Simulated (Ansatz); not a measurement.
Eu (bcc, W type)

```xyz
4
Lattice="-8.7677 8.7677 8.7677 2.1919 -2.1919 2.1919 2.1919 2.1919 -2.1919" Properties=species:S:1:pos:R:3 pbc="T T T"
Eu     0.0000     0.0000     0.0000
Eu    -4.3839     4.3839     4.3839
Eu    -2.1919     2.1919     2.1919
Eu    -6.5758     6.5758     6.5758
```

In each cell atom 3 (Eu, nearest neighbour Eu at 3.797 Å; its periodic images, 3.8 Å or more away, move with it) moves by s·(-0.577, -0.577, -0.577) (towards the nearest neighbour), the rest being held.

Level of theory: PBE (plane waves to 420 eV, PAW, scalar-relativistic; Ansatz, an electronic-structure program). k mesh 3×12×12 (Γ-centred), Fermi-Dirac smearing 0.05 eV. E stands for the smeared free energy. With partly filled bands, energies and forces of such displacements shift with the k mesh and the smearing. Eu was relaxed with its symmetry unable to fall. Relaxed Eu ends ferromagnetic. The relaxed volume of Eu is well below the measured one. The magnetic order is the one the run started from; other orders were not tried. The f-shell state is unchecked: a lower one may exist. ΔE is measured from the undisplaced structure. The last digit holds for this mesh only.

```csv
s (Å),ΔE (meV/cell)
-0.760,withheld
-0.608,292.5
-0.456,163.6
-0.304,72.5
-0.152,18.1
0.000,0.0
0.152,18.1
0.304,72.5
0.456,163.6
0.608,292.5
0.760,withheld
```

Fit an even polynomial form (powers 2, 4) to the given rows and predict ΔE at s = -0.760.

Least squares on the 9 given rows: ΔE = (781.5)·s² + (26.20)·s⁴, in meV/cell with s in Å; root-mean-square residual 0.04 meV/cell. At -0.760 the fit gives 460.1 meV/cell; the calculation gives 463.4 meV/cell, so the extrapolation is off by -3.3 (-0.7 %). The quadratic term alone would give 451.4 meV/cell.

(For displaced atoms, the force is minus the slope of the energy, and its curvature is a force constant, which sets phonon frequencies.)
